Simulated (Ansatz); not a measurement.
Profile along the Ca–O line in CaO (rock salt)

CaO (rock salt)

```cif
data_Ca4O4
_chemical_formula_sum 'Ca4 O4'
_space_group_name_H-M_alt 'Fm-3m'
_space_group_IT_number 225
_space_group_name_Hall '-F 4 2 3'
_cell_length_a 4.79484
_cell_length_b 4.79484
_cell_length_c 4.79484
_cell_angle_alpha 90.000
_cell_angle_beta 90.000
_cell_angle_gamma 90.000
loop_
_atom_site_label
_atom_site_type_symbol
_atom_site_symmetry_multiplicity
_atom_site_Wyckoff_symbol
_atom_site_fract_x
_atom_site_fract_y
_atom_site_fract_z
_atom_site_occupancy
Ca1 Ca 4 a 0.00000 0.00000 0.00000 1
O1 O 4 b 0.50000 0.50000 0.50000 1
```
(The calculation used a cell of 2 atoms; values per cell refer to that cell.)

Fields along a shortest Ca–O line of a {110} plane (2.40 Å), from Ca to O, interpolated on the slice's grid (step about 0.2 Å). The numbers are results of r2SCAN (plane waves to 500 eV, PAW, scalar-relativistic; Ansatz, a program for electronic structure), not measurements. k mesh 12×12×12. Near the nuclei the fields are pseudised (PAW); where an atom keeps semicore shells as valence, they peak there. CaO was relaxed with its symmetry unable to fall.

| distance from Ca (Å) | valence electron density (e/Å³) | electron localisation function |
|---|---|---|
| 0.00 | 6.82 | x |
| 0.24 | 6.23 | x |
| 0.48 | 4.09 | x |
| 0.72 | 1.67 | 0.82 |
| 0.96 | 0.49 | 0.32 |
| 1.20 | 0.25 | 0.08 |
| 1.44 | 0.43 | 0.52 |
| 1.68 | 1.13 | 0.81 |
| 1.92 | 3.32 | x |
| 2.16 | 6.42 | x |
| 2.40 | 7.54 | x |

x: too close to a nucleus for the ELF to mean much.

Density on the Ca–O line (2.40 Å) at its midpoint: 0.25 e/Å³. ELF at that point: 0.08. Character of the Ca–O contact (rough rule: ELF there above 0.7 covalent, below 0.2 ionic, polar between): closed-shell (ionic).
